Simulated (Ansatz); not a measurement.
**TiCo3 (Pm-3m): the held moment from field and pressure**

Geometry: a structure as deposited in COD; nothing is relaxed.

Settings: PBEsol, 10×10×10 k mesh, Fermi–Dirac smearing of 0.05 eV. PAW means Ansatz 0.2.0 on its default frozen-core files. Site moments are integrated in spheres about the atoms.

The input and its command:

```yaml
crystal:
  lattice:
    - [3.571, 0.0, 0.0]
    - [0.0, 3.571, 0.0]
    - [0.0, 0.0, 3.571]
  atoms:
    - { symbol: Ti, position: [0.0, 0.0, 0.0] }
    - { symbol: Co, position: [0.0, 0.5, 0.5], spin: 2.0 }
    - { symbol: Co, position: [0.5, 0.0, 0.5], spin: 2.0 }
    - { symbol: Co, position: [0.5, 0.5, 0.0], spin: 2.0 }
magnetization:
  spin_polarized: true
kpoints:
  mp_grid: { grid: [10, 10, 10] }
scf:
  occupations: { method: fermi_dirac, width: 0.05 }
  lower_state_search: "off"
hamiltonian:
  xc: pbesol
  pseudopotentials: { kind: paw }
output:
  forces: true
  stress: true
  eigenvalues: true
  populations: true
  dos: { projected: true, de: 0.1, e_range: [-8, 5] }
  write_density: true
  write_potential: true
  elf: true
  volumetric_format: npy
```

Command: `ansatz run input.yaml --threads 2 --pin off --max-ram 6144MiB --backend cpu --events-out ev --progress --plain --runs-dir out`

The free run ends with 2.58 μB per cell. Further runs hold the cell's moment M by two Fermi levels; B is half their difference over μB, positive where the field raises M. Some of them:

```
M (μB/cell)  B (T)  ΔF over the free run (meV/cell)  pressure (GPa)
       0.85    -66                             14.6            -7.9
       1.73   -176                             12.6            -6.2
       3.22  10177                            202.0            -1.4
```

**Question.** Another run of the series gave B (T) = -303, ΔF over the free run (meV/cell) = 3.0, pressure (GPa) = -4.5. Which moment was held?
A. 3.87
B. 2.32
C. 2.84

**Answer.** B. M (μB/cell) = 2.32.

**Question.** Another run of the series gave B (T) = 11297, ΔF over the free run (meV/cell) = 610.2, pressure (GPa) = 1.8. Which moment was held?
A. 2.84
B. 2.32
C. 3.87

**Answer.** C. M (μB/cell) = 3.87.

The whole series:

```
M (μB/cell)  B (T)  ΔF over the free run (meV/cell)  pressure (GPa)
       0.85    -66                             14.6            -7.9
       1.73   -176                             12.6            -6.2
       2.32   -303                              3.0            -4.5
       2.84   4577                             18.5            -2.9
       3.22  10177                            202.0            -1.4
       3.87  11297                            610.2             1.8
```

The PAW files were made with PBE; the program remakes their cores once for the run's functional and then keeps them frozen. The Ansatz runs typed with the search for lower states off end where their start leads. None of this fixes the real material's magnetic order: only patterns that fit the cell were computed, without spin fluctuations and on one mesh and smearing, with a functional that can overstate moments.
